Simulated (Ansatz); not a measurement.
## KF: reading a single point

```
K F
1.0
     0.00000    2.63826    2.63826
     2.63826    0.00000    2.63826
     2.63826    2.63826    0.00000
K F
1 1
Direct
  0.00000 0.00000 0.00000
  0.50000 0.50000 0.50000
```

Single point in Ansatz 0.2.0 with r2SCAN, no spin polarisation. Cutoff 500 eV, PAW datasets, 8×8×8 Γ-centred k mesh, fermi-dirac filling (width 0.1 eV).

Band edges: Within 0.7 eV of the edges, the states project mainly on F p (96 %) below the gap and on K s (80 %) above it.
Stress: The pressure is 0.9 GPa (compression positive), so with the atoms held at these fractions the cell would first expand.
Electronic structure: The gap is 7.04 eV, direct at the points sampled.
Forces: The forces vanish by the symmetry of the sites.
Charges: Bader charges in e: K +0.87, F -0.87. In the mean K gives up most and F takes most.

Origin: a database entry at a rescaled volume.
